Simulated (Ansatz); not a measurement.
Pd:
```cif
data_Pd8
_chemical_formula_sum 'Pd8'
_space_group_name_H-M_alt 'Fd-3m :1'
_space_group_IT_number 227
_space_group_name_Hall 'F 4d 2 3 -1d'
_cell_length_a 5.68459
_cell_length_b 5.68459
_cell_length_c 5.68459
_cell_angle_alpha 90.000
_cell_angle_beta 90.000
_cell_angle_gamma 90.000
loop_
_atom_site_label
_atom_site_type_symbol
_atom_site_symmetry_multiplicity
_atom_site_Wyckoff_symbol
_atom_site_fract_x
_atom_site_fract_y
_atom_site_fract_z
_atom_site_occupancy
Pd1 Pd 8 b 0.50000 0.50000 0.50000 1
```
(The calculation used a cell of 2 atoms; values per cell refer to that cell.)

This is the PBEsol-relaxed structure.

Problem. All from PBEsol (plane waves, PAW; program Ansatz), unless another level is named. Give the density of states at the Fermi level.

Solution. 4.3 states/eV per atom (mean over ±0.08 eV).

Problem. What about the gap with spin–orbit coupling?

Solution. none (metallic).

The start of the workflow was typed in or built on a structure type; neither database checked (COD, Materials Project) lists it. It is not the phase usual at ambient conditions (space group No. 225). The PBEsol relaxation kept the symmetry of its start. At this level the phase is mechanically unstable. No spin polarisation was allowed. Spin–orbit coupling is left out wherever it is not named.

Potentials: the later of the program's two PAW sets.
